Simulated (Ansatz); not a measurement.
AlAs:
```
AlAs
1.0
    0.00000     2.86403     2.86403
    2.86403     0.00000     2.86403
    2.86403     2.86403     0.00000
Al As
1 1
Direct
  0.00000   0.00000   0.00000
  0.25000   0.25000   0.25000
```

Relaxed with PBE. Special points in fractions of this cell's reciprocal vectors: Γ (0.000, 0.000, 0.000); X (0.500, 0.000, 0.500); U (0.625, 0.250, 0.625); K (0.375, 0.375, 0.750); L (0.500, 0.500, 0.500); W (0.500, 0.250, 0.750).

**Question.** List the band energies nearest the valence-band maximum at these points for DFT-PBE with spin–orbit coupling in the program Ansatz with PAW potentials.

**Answer.** In eV from the valence-band maximum; about four levels below and three above (degenerate sets whole), none deeper than 8.9 eV; points with the same levels are listed once.

| k | below | above |
|---|---|---|
| Γ | 0.00 0.00 0.00 0.00 | 1.68 1.68 4.12 4.12 |
| X | -2.25 -2.25 -2.12 -2.12 | 1.41 1.41 2.20 2.20 |
| U | -3.41 -3.32 -1.83 -1.82 | 2.16 2.17 4.77 |
| L | -0.98 -0.98 -0.81 -0.81 | 1.92 1.92 4.56 4.56 |
| W | -3.20 -3.08 -2.79 -2.79 | 4.21 4.22 5.31 |

Space group F-43m (zinc blende). Symmetry was held in the PBE relaxation.

Potentials: the earlier of the program's two PAW sets.
